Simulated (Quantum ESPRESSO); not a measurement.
pw.x input (Quantum ESPRESSO 7.5; PBEsol, PseudoDojo standard norm-conserving files, scalar-relativistic):

```
&CONTROL
  calculation = 'scf'
  pseudo_dir = './pseudo'
  outdir = './out'
  tprnfor = .true.
  tstress = .true.
/
&SYSTEM
  ibrav = 0
  nat = 2
  ntyp = 1
  ecutwfc = 62.0
  ecutrho = 248.0
  occupations = 'smearing'
  smearing = 'fd'
  degauss = 0.005
  nbnd = 17
/
&ELECTRONS
  conv_thr = 2e-10
/
ATOMIC_SPECIES
Tl 204.3800 Tl.upf
CELL_PARAMETERS angstrom
  3.497339876000   0.000000000000   0.000000000000
 -1.748669938000   3.028785179000   0.000000000000
  0.000000000000   0.000000000000   5.646560000000
ATOMIC_POSITIONS crystal
Tl   0.333333333000   0.666666667000   0.250000000000
Tl   0.666666667000   0.333333333000   0.750000000000
K_POINTS automatic
15 15 8 0 0 0
```

End of the output:

```
     total energy              =    -242.75916780 Ry
     estimated scf accuracy    <       0.00000053 Ry
     total energy              =    -242.75916801 Ry
     estimated scf accuracy    <       0.00000003 Ry
     total energy              =    -242.75916801 Ry
     estimated scf accuracy    <          1.8E-09 Ry
[...]
     the Fermi energy is     9.9581 ev
!    total energy              =    -242.75916801 Ry
     estimated scf accuracy    <          1.2E-10 Ry
     smearing contrib. (-TS)   =      -0.00107984 Ry
     internal energy E=F+TS    =    -242.75808817 Ry
     The total energy is F=E-TS. E is the sum of the following terms:
     one-electron contribution =     -42.48180744 Ry
     hartree contribution      =      42.18244292 Ry
     xc contribution           =     -76.03695636 Ry
     ewald contribution        =    -166.42176729 Ry
     convergence has been achieved in   7 iterations
     Forces acting on atoms (cartesian axes, Ry/au):
     atom    1 type  1   force =     0.00000000    0.00000000    0.00000000
     atom    2 type  1   force =     0.00000000    0.00000000    0.00000000
     Total force =     0.000000     Total SCF correction =     0.000000
     Computing stress (Cartesian axis) and pressure
          total   stress  (Ry/bohr**3)                   (kbar)     P=      -14.95
  -0.00009026   0.00000000  -0.00000000          -13.28        0.00       -0.00
   0.00000000  -0.00009026  -0.00000000            0.00      -13.28       -0.00
  -0.00000000  -0.00000000  -0.00012437           -0.00       -0.00      -18.30
```

Spin-orbit coupling is not included.

Geometry of the Materials Project entry, not relaxed at this level.
